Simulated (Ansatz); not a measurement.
NiGe:
```yaml
crystal:
  lattice:
    - [2.93539, 0.00000, 0.00000]
    - [0.00000, 2.93539, 0.00000]
    - [0.00000, 0.00000, 2.93539]
  atoms:
    - { symbol: Ni, position: [0.00000, 0.00000, 0.00000] }
    - { symbol: Ge, position: [0.50000, 0.50000, 0.50000] }
```

Relaxed with r²SCAN. Special points in fractions of this cell's reciprocal vectors: Γ (0.000, 0.000, 0.000); X (0.000, 0.500, 0.000); M (0.500, 0.500, 0.000); R (0.500, 0.500, 0.500).

Q: List the band energies nearest the Fermi level at these points for r²SCAN in the plane-wave PAW code Ansatz.

A: In eV from the Fermi level; about four levels below and three above (degenerate sets whole), none deeper than 8.9 eV; … stands for higher levels left out; points with the same levels are listed once.

| k | below | above |
|---|---|---|
| Γ | -3.39 -3.39 -1.76 -1.76 -1.76 | 2.69 2.69 2.69 |
| X | -2.74 -2.74 -1.72 -1.14 | 7.28 7.28 9.56 |
| M | -2.23 -2.23 -1.35 -0.08 | 1.37 7.86 … |
| R | -5.36 -5.36 -5.36 -3.94 -1.33 -1.33 | 2.24 2.24 2.24 |

Space group Pm-3m (CsCl type). The cell is a constructed one: a structure type filled with these elements; neither database checked (COD, Materials Project) lists it. COD files the formula under space group No. 62, so this cell is another polymorph or a model. Whether it is the stable phase at ambient conditions was not checked. The r²SCAN relaxation kept the symmetry of its start; whether a distortion lowers the energy is not shown. The workflow began spin-polarised and lost its moments. Scalar-relativistic: spin–orbit coupling is off unless named, which matters more the heavier the elements.

Potentials: the later of the program's two PAW sets.
